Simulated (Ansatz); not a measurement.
BP:
```yaml
crystal:
  lattice:
    - [0.00000, 2.26178, 2.26178]
    - [2.26178, 0.00000, 2.26178]
    - [2.26178, 2.26178, 0.00000]
  atoms:
    - { symbol: B, position: [0.00000, 0.00000, 0.00000] }
    - { symbol: P, position: [0.75000, 0.75000, 0.75000] }
```

Relaxed with HSE06. Special points in fractions of this cell's reciprocal vectors: Γ (0.000, 0.000, 0.000); X (0.500, 0.000, 0.500); U (0.625, 0.250, 0.625); K (0.375, 0.375, 0.750); L (0.500, 0.500, 0.500); W (0.500, 0.250, 0.750).

Question: List the band energies nearest the valence-band maximum at these points for HSE06 (plane waves, PAW; program Ansatz).

Answer: In eV from the valence-band maximum; about four levels below and three above (degenerate sets whole), none deeper than 8.9 eV; … stands for higher levels left out; points with the same levels are listed once.

```json
[
 {"k": "Γ", "below": "0.00 0.00 0.00", "above": "4.35 4.35 4.35"},
 {"k": "X", "below": "-4.56 -4.56", "above": "2.04 2.40 …"},
 {"k": "U", "below": "-6.87 -3.88", "above": "2.92 7.07 11.27"},
 {"k": "L", "below": "-1.95 -1.95", "above": "4.79 5.72 5.72"},
 {"k": "W", "below": "-6.25 -6.03", "above": "6.32 7.78 8.58"}
]
```

Space group F-43m (zinc blende). The cell was relaxed with HSE06 under the symmetry of its start. The hybrid was solved on a coarse mesh, the path and, where they were found, the r²SCAN edge points; its band edges are the extreme levels among these.

Potentials: the earlier of the program's two PAW sets.
